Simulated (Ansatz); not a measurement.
Single point in Ansatz 0.2.0 with PBE, spin-orbit coupling. Cutoff 420 eV, PAW datasets, 5×5×3 Γ-centred k mesh, fermi-dirac filling (width 0.0286 eV).

Computed maps in the lattice plane spanned by a (left to right, 4.61 Å, 14 points from zero) and c (bottom to top, 7.82 Å, 24 points from zero), 90° apart, at height 0.333 along b. The fields are smooth PAW ones with compensation charges, not the true ones near nuclei.

Valence density. Digits on a logarithmic scale: 0 up to 0.03 e/Å³, each further digit a factor of 1.6, 9 from 1.3 e/Å³ up:
```
21100001123443
21100000123333
32100001123343
32111111233444
43233332334444
43456764344554
44689986444554
45799998544444
35899999643333
34899999533333
23689997422222
22467775321221
22345554322222
33456655433333
34567776543333
45677777543333
45775577643223
45774267643222
45676677543212
34677776532212
33456655432222
23344443322222
22223322223333
21111111123443
```

Spin density, z component. Ten even steps from '0' (-0.01 e/Å³) to '9' (0.02 e/Å³):
```
76555555667898
66555555566777
55555555555666
55555555555555
44444444444444
44444444444444
44443344443333
34444344443333
44444444444444
44443434444444
44444544444444
44444444444444
44333333444444
43333333344444
43322223334444
33222322334444
43223322234444
43213421344444
44211102345555
54310013455555
55432224456666
65443344567777
76544445567998
76555555668998
```

Problem. The cell is Sr$_{2}$EuP$_{2}$. Which atoms lie within 0.2 Å of this plane, and where (fractions of a and c)?

Solution. P at (0.33, 0.26), Sr at (0.33, 0.62). The whole cell:
```yaml
crystal:
  lattice:
    - [2.30295, 3.98882, 0.00000]
    - [-2.30295, 3.98882, 0.00000]
    - [0.00000, 0.00000, 7.81991]
  atoms:
    - { symbol: Eu, position: [0.00000, 0.00000, 0.00000] }
    - { symbol: P, position: [0.33330, 0.33340, 0.26000] }
    - { symbol: P, position: [0.66670, 0.66660, 0.74000] }
    - { symbol: Sr, position: [0.33330, 0.33340, 0.62000] }
    - { symbol: Sr, position: [0.66670, 0.66660, 0.38000] }
```

Magnetic state (reached from a saved solution, and it need not be the lowest): Eu1 along (0.00, 0.00, 1.00).

Origin: a known structure type with other elements, at an estimated volume, so it need not be a known compound. Caveats: the k mesh is coarse if the cell is a metal; atoms or cell far from equilibrium; f shells without a U or exact exchange are poorly placed.
